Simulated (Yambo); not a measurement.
BSE-type run in Yambo on a free-standing PtS$_{2}$ monolayer (symmetry P-3m1, slab cell 15.5 Å high), at zero momentum. LDA wavefunctions on a 6×6×1 mesh, a = b = 3.5125 Å, c = 15.5000 Å, α = β = 90.00°, γ = 120.00°.

Yambo input:
```
rim_cut
rim_w
optics
bse
bss
dipoles
em1s
RandQpts= 1000000
RandGvec= 2 Ry
CUTGeo= "slab z"
RandGvecW= 1000 mRy
FFTGvecs= 30 Ry
Chimod= "HARTREE"
BSKmod= "SEX"
BSEmod= "resonant"
BSSmod= "hs"
BSENGexx= 10 Ry
BSENGBlk= 3 Ry
% KfnQP_E
 1.26 | 1.0 | 1.0 |
%
% BSEQptR
 1 | 1 |
%
% BSEBands
 9 | 20 |
%
% BEnRange
 0.0 | 9.6 | eV
%
% BDmRange
 0.1 | 0.1 | eV
%
BEnSteps= 192
% BLongDir
 1.0 | 0.0 | 0.0 |
%
BSHayTrs= -0.02
BSSNEig= 24
WRbsWF
% BndsRnXs
 5 | 46 |
%
NGsBlkXs= 3 Ry
% LongDrXs
 1.0 | 1.0 | 0.0 |
%
```

From the report:

The dimension is k points × valence × conduction bands = 36 × 7 × 5 = 1260.
```
   [SLEPC] Approach                          : Krylov-Schur
   [SLEPC] Number of requested eigenvalues   :  24
   [SLEPC] Number of eigenvalues        [NEV]:  24
    [K] Dimension                                    :  1260
    [K] Bands                                        :   9  20
    [K] Exchange res                                 : yes
    [K] Correlation res                              : yes
    [K] W interaction is bare                        : no
    [K] RL vectors exchange                          :   611
    [K] RL vectors correlation                       :  107
    [W] Matrix size                                  :  107
    [W] Bands                                        :    5   46
    [W] Coulomb Cutoff                               : slab z
    [W] Hxc Kernel                                   : HARTREE
```

Spin-orbit coupling is not included.

Geometry relaxed with LDA.
